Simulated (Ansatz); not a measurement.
Method: DFT, BLYP, plane waves (420 eV) with PAW, scalar-relativistic (Ansatz 0.2.0). The PAW files were generated under PBE, with cores re-solved for the functional.

An element in the omega (AlB2-type) structure gives this curve. The cell is scaled uniformly from the relaxed one, with fractional coordinates and shape fixed. Energies are extrapolated to zero smearing, pressures are those at the given smearing. Magnetic state: spin not included.

```
V (Å³/atom)  E − E₀ (meV/atom)  P (GPa)
     31.606               34.8     3.10
     33.043               13.8     1.81
     34.479                3.0     0.80
     35.916                0.0     0.02
     37.353                3.2    -0.58
     38.789               11.2    -1.05
     40.226               22.8    -1.42
```

(1) Which element is it?
A. yttrium
B. sodium
C. thallium
D. antimony

Answers

(1) C. Its fit is V₀ = 35.82 Å³/atom, B₀ = 17.2 GPa, B₀′ = 5.3.
